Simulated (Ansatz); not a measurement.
Theory: DFT PBE, scalar-relativistic, plane waves, PAW (Ansatz 0.2.0). All cells share a 420 eV cutoff and Γ-centred k meshes spaced at most about 0.3 Å⁻¹ (about 0.25 or finer for metals, 2π included). No spin polarisation in the final relaxations.

These are static total energies at zero pressure.

Two relaxed structures of Ta₂Si₂Ge:

A.

Space group P-6m2 (No. 187). a = 2.963 Å, b = 2.963 Å, c = 11.644 Å, α = 90.00°, β = 90.00°, γ = 120.00°
```json
{"atom": "Ta", "site": "2g", "symmetry": "3m.", "x": "0.0000", "y": "0.0000", "z": "0.2234"}
{"atom": "Si", "site": "2h", "symmetry": "3m.", "x": "0.3333", "y": "0.6667", "z": "0.4002"}
{"atom": "Ge", "site": "1a", "symmetry": "-6m2", "x": "0.0000", "y": "0.0000", "z": "0.0000"}
```

B.

Space group P-3m1 (No. 164). a = 3.012 Å, b = 3.012 Å, c = 10.684 Å, α = 90.00°, β = 90.00°, γ = 120.00°
```tsv
atom	site	symmetry	x	y	z
Ta	2d	3m.	0.3333	0.6667	0.7070
Si	2c	3m.	0.0000	0.0000	0.1085
Ge	1b	-3m.	0.0000	0.0000	0.5000
```

Problem. Which is lower in energy, and by how much?

Solution. B is lower, by 234 meV/atom. A has space group P-6m2 (No. 187), 17.7 Å³/atom and no gap on its mesh; B has space group P-3m1 (No. 164), 16.8 Å³/atom and no gap. Counting Si or Ta atoms around Ge (for each partner element, those within 1.25 times its shortest distance or 1.15 times the sum of covalent radii, where it is the nearest in units of that sum or under 1.3), A has Ge 2 and B has Ge 6. A and B both hold Si–Si pairs. The denser one is the lower, and pressure would at first widen the difference. Even the lower one lies +0.04 eV/atom against the reference forms of the elements (uncorrected), so neither is stable at this level. In A, around Ta lie 1 Ge at 2.60 Å, 3 Si at 2.68 Å and 6 Ta at 2.96 Å; Si is surrounded by 1 Si at 2.32 Å, 3 Ta at 2.68 Å and 6 Si at 2.96 Å; Ge has 2 Ta at 2.60 Å and 6 Ge at 2.96 Å. In B, Ta is surrounded by 3 Si at 2.63 Å, 3 Ge at 2.81 Å and 6 Ta at 3.01 Å; around Si lie 1 Si at 2.32 Å, 3 Ta at 2.63 Å and 6 Si at 3.01 Å; around Ge lie 6 Ta at 2.81 Å and 6 Ge at 3.01 Å. Both come from invented guesses. A third cell relaxed alike, in Cm, lies 127 meV/atom below the lower of the two; the P-3m1 cell fell into it when its atoms were moved at random.

Spin–orbit coupling, which can matter for Ta, is left out. Cells relaxed within their symmetry can be saddle points.
